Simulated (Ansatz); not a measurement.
Here is the system:

BAs:
```
BAs
1.0
    5.83712     0.00000     0.00000
    0.00000     5.83712     0.00000
    0.00000     0.00000     3.36198
B As
4 4
Direct
  0.32271   0.67729   0.00000
  0.67729   0.32271   0.00000
  0.82271   0.82271   0.50000
  0.17729   0.17729   0.50000
  0.31841   0.31841   0.00000
  0.68159   0.68159   0.00000
  0.18159   0.81841   0.50000
  0.81841   0.18159   0.50000
```

This is the PBEsol-relaxed structure. Tensor components refer to the Cartesian frame of this cell.

Task: All from PBEsol (plane waves, PAW; program Ansatz), unless another level is named. Give the hole effective mass, band 2 of 2 at the edge.

Result: 0.17 along x, 0.64 along z (mₑ).

Task: And the formation energy from the elements (no fitted shifts)?

Result: 0.092 eV/atom.

Task: Give the band gap.

Result: 0.61 eV (indirect).

Task: Next, the HSE06 gap on the PBEsol cell?

Result: 1.30 eV.

Space group P4_2/mnm. The start of the workflow was typed in or built on a structure type; neither database checked (COD, Materials Project) lists it. It is not the phase usual at ambient conditions (space group No. 216). The PBEsol relaxation kept the symmetry of its start; phonons on a q-mesh show no instability. The references are the lowest solids computed at this level, not always the standard phases. Scalar-relativistic: spin–orbit coupling is off unless named, which matters more the heavier the elements.

Potentials: the later of the program's two PAW sets.
